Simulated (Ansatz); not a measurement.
SiW:
```cif
data_SiW
_chemical_formula_sum 'Si1 W1'
_space_group_name_H-M_alt 'P 1'
_space_group_IT_number 1
_cell_length_a 3.49919
_cell_length_b 3.49919
_cell_length_c 3.49919
_cell_angle_alpha 60.000
_cell_angle_beta 60.000
_cell_angle_gamma 60.000
loop_
_space_group_symop_operation_xyz
  'x, y, z'
loop_
_atom_site_label
_atom_site_type_symbol
_atom_site_fract_x
_atom_site_fract_y
_atom_site_fract_z
_atom_site_occupancy
Si1 Si 0.00000 0.00000 0.00000 1
W1 W 0.50000 0.50000 0.50000 1
```

Relaxed with LDA.

**Question.** Decompose the optical modes at the zone centre into irreducible representations, and say which are infrared and Raman allowed.

**Answer.** Point group m-3m: Γ_opt = T1u. Infrared: T1u. Raman: none.

**Question.** Assign frequencies (DFPT, DFT-LDA in the program Ansatz with PAW potentials).

**Answer.** T1u 356 cm⁻¹.

Space group Fm-3m (rock salt). The cell is a constructed one: a structure type filled with these elements; neither database checked (COD, Materials Project) lists it. Its standing as an ambient phase is unchecked. The cell was relaxed with LDA under the symmetry of its start. At this level the phase is mechanically unstable. No spin polarisation was allowed. As this level gives no gap, phonon frequencies hold no LO–TO term and depend on the k-mesh and smearing (Fermi–Dirac, 0.1 eV here). Scalar-relativistic: spin–orbit coupling is off unless named, which matters more the heavier the elements.

Potentials: the later of the program's two PAW sets.
